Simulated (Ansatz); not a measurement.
Ga in space group Cmcm (No. 63; Ga on 8g) under volume change, the program Ansatz at the PBEsol level (PAW), shape and atoms relaxed at each volume.

| V (Å³/atom) | E − E(relaxed) (meV/atom) | P (GPa) |
|---|---|---|
| 18.076 | 31.1 | 6.06 |
| 18.672 | 13.0 | 3.71 |
| 19.268 | 3.0 | 1.69 |
| 19.864 | 0.0 | 0.01 |
| 20.460 | 2.7 | -1.41 |
| 21.056 | 10.2 | -2.58 |
| 21.652 | 21.7 | -3.55 |

Task: What does a third-order Birch–Murnaghan fit give for V₀, B₀ and B′?

Result: V₀ = 19.87 Å³/atom, B₀ = 51.1 GPa, B′ = 4.9.

The workflow started from a Materials Project entry (that database holds measured and hypothetical structures alike); the Crystallography Open Database files this formula in space group No. 63, but the cells were not matched. It is not the phase usual at ambient conditions (space group No. 64). The cell was relaxed with PBEsol under the symmetry of its start; of distortions, only those at the zone centre were tested.

Potentials: the later of the program's two PAW sets.
